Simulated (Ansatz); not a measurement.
## ZnCu: a fit and a missing row

ZnCu, Pm-3m, a = 2.919 Å. The structure is a COD entry; whether it is the stable form wasn't checked. Ansatz: r2SCAN, PAW, 500 eV, Γ-centred 14×14×14 mesh on 2 atoms, Gaussian smearing 0.10 eV; no spin polarisation. Symmetry fixes shape and atoms, so the cell is only scaled; pressure is positive in compression.

| V (Å³/atom) | P (GPa) |
| --- | --- |
| 11.686 | 9.71 |
| 12.059 | 4.42 |
| 12.432 | -0.02 |
| 12.805 | -3.73 |
| 13.178 | ? |

Question: Take V0 = 12.432 Å³/atom, count pressures from its P0 = -0.02 GPa, fit the third-order Birch–Murnaghan form to the other rows, and predict the missing pressure.

Answer: With the Eulerian strain f = ½[(V0/V)^(2/3) − 1] and y = (P − P0)/[3f(1 + 2f)^(5/2)], the form is the line y = B0 + 1.5 B0 (B0′ − 4) f. Rows (f, y): 0.02106, 138.9; 0.01026, 137.1; -0.00976, 133.1. Means f = 0.007187, y = 136.37; Σ(Δf)² = 0.0004891, ΣΔfΔy = 0.09276; the slope is their ratio. y = 135.0 + 189.7 f GPa, so B0 = 135.0 GPa and B0′ = 4 + 2 × (189.7)/(3 × 135.0) = 4.94. At V = 13.178, f = -0.01905, y = 131.39 and P = -6.83 GPa. The run gave -6.83 GPa, the same to the digits shown. The form still works here, 33 % of the fitted range beyond its end.

Cost: 5 runs of about 1.2 core-minutes in all, on Arm Neoverse V2 (shared hosts).